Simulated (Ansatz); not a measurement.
Theory: DFT PBE, scalar-relativistic, plane waves, PAW (Ansatz 0.2.0). Cutoff 420 eV, Γ-centred 16×16×16 mesh (9-atom cell), Gaussian smearing of 0.10 eV, no spin polarisation.

Energies over the elements count from the elements' standard structures at the same level, with no fitted energy shifts.

Question: Give a relaxed trial structure of a tetragonal metal made of Ge, Mo and Ti, with a formation energy near −0.20 eV/atom and a density near 7.97 g/cm³, in a cell of 9 atoms.

Answer: TiGe6Mo2, space group I4/mmm (No. 139). Ti has 10 Ge at 2.75–2.87 Å and 4 Ti at 3.34 Å; around Ge on its first site lie 4 Ti at 2.75 Å, 5 Ge at 2.77–2.83 Å, 1 Mo at 2.83 Å and 4 Ge at 3.34 Å; Ge on its second site has 5 Ge at 2.70–2.79 Å, 5 Mo at 2.71–2.81 Å and 4 Ge at 3.34 Å; Mo is surrounded by 10 Ge at 2.71–2.83 Å and 4 Mo at 3.34 Å; 1 more site not described.

```cif
data_structure
_symmetry_space_group_name_H-M 'I4/mmm'
_symmetry_Int_Tables_number 139
_cell_length_a 3.3373
_cell_length_b 3.3373
_cell_length_c 25.2705
_cell_angle_alpha 90.000
_cell_angle_beta 90.000
_cell_angle_gamma 90.000
_cell_volume 281.46
loop_
_atom_site_label
_atom_site_type_symbol
_atom_site_symmetry_multiplicity
_atom_site_Wyckoff_symbol
_atom_site_fract_x
_atom_site_fract_y
_atom_site_fract_z
_atom_site_occupancy
Ti1 Ti 2 b 0.50000 0.50000 0.00000 1
Ge1 Ge 4 e 0.00000 0.00000 0.05593 1
Ge2 Ge 4 e 0.50000 0.50000 0.22066 1
Ge3 Ge 4 e 0.00000 0.00000 0.38633 1
Mo1 Mo 4 e 0.50000 0.50000 0.33189 1
```

The volume per atom is 15.64 Å³ and the density is 7.97 g/cm³. The formation energy is −0.20 eV/atom and the gap on the 16×16×16 mesh of the 9-atom cell is 0 eV (a metal).

The cell was found from a structure generator's guess, not taken from experiment. Other answers may fit too; this one was computed.

Symmetry constrained the relaxation, so the result can be a saddle point.
